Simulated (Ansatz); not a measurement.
Relaxed WSe2 (2H-MoS2 type, space group P6_3/mmc):

```
CELL_PARAMETERS angstrom
      3.29952     0.00000     0.00000
     -1.64976     2.85747     0.00000
      0.00000     0.00000    13.14745
ATOMIC_POSITIONS crystal
  W  0.33333 0.66667 0.25000
  W  0.66667 0.33333 0.75000
  Se 0.33333 0.66667 0.62334
  Se 0.66667 0.33333 0.12334
  Se 0.66667 0.33333 0.37666
  Se 0.33333 0.66667 0.87666
```

The numbers are results of r2SCAN+rVV10 (plane waves to 500 eV, PAW, scalar-relativistic; Ansatz, an electronic-structure program), not measurements. k mesh 9×9×2 (Γ-centred), Fermi-Dirac smearing 0.05 eV. Spin-orbit coupling is left out, though W is heavy. The PAW data are Ansatz's earlier set. WSe2 is run without spin polarisation. WSe2 was relaxed with its symmetry unable to fall.

One atom of the cell was then moved (with its periodic images), all else fixed, and the forces (eV/Å) came out as:

| atom | Fx | Fy | Fz |
|---|---|---|---|
| W1 | 0.000 | -4.030 | -4.717 |
| W2 | 0.000 | -0.006 | 0.001 |
| Se3 | 0.000 | -0.011 | -0.051 |
| Se4 | 0.000 | -0.004 | -0.463 |
| Se5 | 0.000 | 4.050 | 5.236 |
| Se6 | 0.000 | 0.002 | -0.006 |

Q: Which atom was moved, and by which vector (Å)?

A: Se5, by (0.00, -0.23, -0.20), 0.31 Å in all.

(For displaced atoms, the force is minus the slope of the energy, and its curvature is a force constant, which sets phonon frequencies.)
